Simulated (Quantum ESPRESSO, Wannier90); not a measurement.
**GaAs (zinc blende), plane waves to Wannier functions**

```
begin unit_cell_cart
ang
    0.0000000000    2.8750900000    2.8750900000
    2.8750900000    0.0000000000    2.8750900000
    2.8750900000    2.8750900000    0.0000000000
end unit_cell_cart
begin atoms_frac
Ga   0.0000000000  0.0000000000  0.0000000000
As  -0.2500000000 -0.2500000000 -0.2500000000
end atoms_frac
```

Structure: Materials Project mp-2534, symmetrised, not relaxed again. COD (Crystallography Open Database) has an entry of this formula and space group (matched by these alone). Method: PBEsol plane waves in Quantum ESPRESSO 7.5 (PseudoDojo norm-conserving files, 68 Ry, spinors with spin-orbit coupling), Bloch states on a 8×8×8 mesh through Γ, Wannier90 4.0.1. Density: 10×10×10 mesh, cold smearing 0.01 Ry.

A tight-binding model is made by disentanglement and projection with no localisation steps (num_iter = 0), so the 16 orbitals stay atom-like: hydrogen-like Ga: s;p; As: s;p, axes along x, y, z; frozen window up to 3.00 eV relative to the Fermi level. It follows pw.x to 3.7 meV rms for states up to 1.0 eV relative to the Fermi level. Matrix elements depend on this choice of orbitals and windows.

The 45 largest hoppings ⟨m,0|H|n,R⟩ between different sites (one of each Hermitian pair; signs follow the real orbitals' lobes; the list may end inside a set of equal values):

```
m              n      R  distance of the centres (Å)  t (eV)  Im t (eV)
-------  -------  -----  ---------------------------  ------  ---------
As2 s↑    Ga1 s↑  0 0 0                         2.49  -1.388      0.000
As2 s↓    Ga1 s↓  0 0 0                         2.49  -1.388      0.000
Ga1 s↑    As2 s↑  0 0 1                         2.49  -1.388      0.000
Ga1 s↓    As2 s↓  0 0 1                         2.49  -1.388      0.000
Ga1 s↑    As2 s↑  0 1 0                         2.49  -1.388      0.000
Ga1 s↓    As2 s↓  0 1 0                         2.49  -1.388      0.000
Ga1 s↑    As2 s↑  1 0 0                         2.49  -1.388      0.000
Ga1 s↓    As2 s↓  1 0 0                         2.49  -1.388      0.000
As2 px↑   Ga1 s↑  0 0 0                         2.49  -1.287      0.003
As2 px↓   Ga1 s↓  0 0 0                         2.49  -1.287     -0.003
As2 py↑   Ga1 s↑  0 0 0                         2.49  -1.287     -0.003
As2 py↓   Ga1 s↓  0 0 0                         2.49  -1.287      0.003
Ga1 s↑   As2 px↑  0 0 1                         2.49   1.287      0.003
Ga1 s↑   As2 py↑  0 0 1                         2.49   1.287     -0.003
Ga1 s↓   As2 px↓  0 0 1                         2.49   1.287     -0.003
Ga1 s↓   As2 py↓  0 0 1                         2.49   1.287      0.003
Ga1 s↑   As2 px↑  0 1 0                         2.49   1.287     -0.003
Ga1 s↑   As2 py↑  0 1 0                         2.49  -1.287     -0.003
Ga1 s↓   As2 px↓  0 1 0                         2.49   1.287      0.003
Ga1 s↓   As2 py↓  0 1 0                         2.49  -1.287      0.003
Ga1 s↑   As2 px↑  1 0 0                         2.49  -1.287      0.003
Ga1 s↑   As2 py↑  1 0 0                         2.49   1.287      0.003
Ga1 s↓   As2 px↓  1 0 0                         2.49  -1.287     -0.003
Ga1 s↓   As2 py↓  1 0 0                         2.49   1.287     -0.003
As2 pz↑   Ga1 s↑  0 0 0                         2.49  -1.287      0.000
As2 pz↓   Ga1 s↓  0 0 0                         2.49  -1.287      0.000
Ga1 s↑   As2 pz↑  0 0 1                         2.49  -1.287      0.000
Ga1 s↓   As2 pz↓  0 0 1                         2.49  -1.287      0.000
Ga1 s↑   As2 pz↑  0 1 0                         2.49   1.287      0.000
Ga1 s↓   As2 pz↓  0 1 0                         2.49   1.287      0.000
Ga1 s↑   As2 pz↑  1 0 0                         2.49   1.287      0.000
Ga1 s↓   As2 pz↓  1 0 0                         2.49   1.287      0.000
As2 s↑   Ga1 pz↑  0 0 0                         2.49   1.282      0.000
As2 s↑   Ga1 px↑  0 0 0                         2.49   1.282      0.001
As2 s↑   Ga1 py↑  0 0 0                         2.49   1.282     -0.001
As2 s↓   Ga1 pz↓  0 0 0                         2.49   1.282      0.000
As2 s↓   Ga1 px↓  0 0 0                         2.49   1.282     -0.001
As2 s↓   Ga1 py↓  0 0 0                         2.49   1.282      0.001
Ga1 pz↑   As2 s↑  0 0 1                         2.49   1.282      0.000
Ga1 pz↓   As2 s↓  0 0 1                         2.49   1.282      0.000
Ga1 px↑   As2 s↑  0 0 1                         2.49  -1.282      0.001
Ga1 px↓   As2 s↓  0 0 1                         2.49  -1.282     -0.001
Ga1 py↑   As2 s↑  0 0 1                         2.49  -1.282     -0.001
Ga1 py↓   As2 s↓  0 0 1                         2.49  -1.282      0.001
Ga1 pz↑   As2 s↑  0 1 0                         2.49  -1.282      0.000
```
